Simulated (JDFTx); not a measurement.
- surface = W(110)
- bulk = W, Im-3m, lattice of mp-91 (not re-optimised)
- slab = 4 atoms in 4 planes, 1x1, 6.6 Å between the outermost planes
- in-plane cell = 2.746 × 2.746 Å, 7.11 Å²
- cell height = 22.7 Å
- sampling = 8×8×1 k mesh, Fermi smearing 0.01 Ha, no spin polarisation

Computed with a modified build of JDFTx: PBE, GBRV ultrasoft potentials, plane waves to 20/100 Ha. Liquid: CANDLE, water, 1 M NaCl. The neutral cell holds 56 valence electrons and has two faces of 7.107 Å² each. Last filling lines of the neutral and of a charged run (μ in hartree, zero in the bulk liquid):

```
FillingsUpdate:  mu: -0.164908203  nElectrons: 56.000000
FillingsUpdate:  mu: -0.190729000  nElectrons: 55.890087
```

Worked example: both potentials, by the convention U = −μ/e − 4.44 V vs SHE, the surface charge density and the mean capacitance.

U_pzc = 0.16491 × 27.2114 − 4.44 = 0.05 V; U = 0.19073 × 27.2114 − 4.44 = 0.75 V. The cell has -0.1099 excess electrons, a net charge of 0.1099 e, shared by two faces: σ = 0.1099 e / (2 × 7.107 Å²) = 0.00773 e/Å² = 12.4 μC/cm² (1 e/Å² = 1602.18 μC/cm²). C = σ/(U − U_pzc) = 12.4/0.70 ≈ 18 μF/cm².
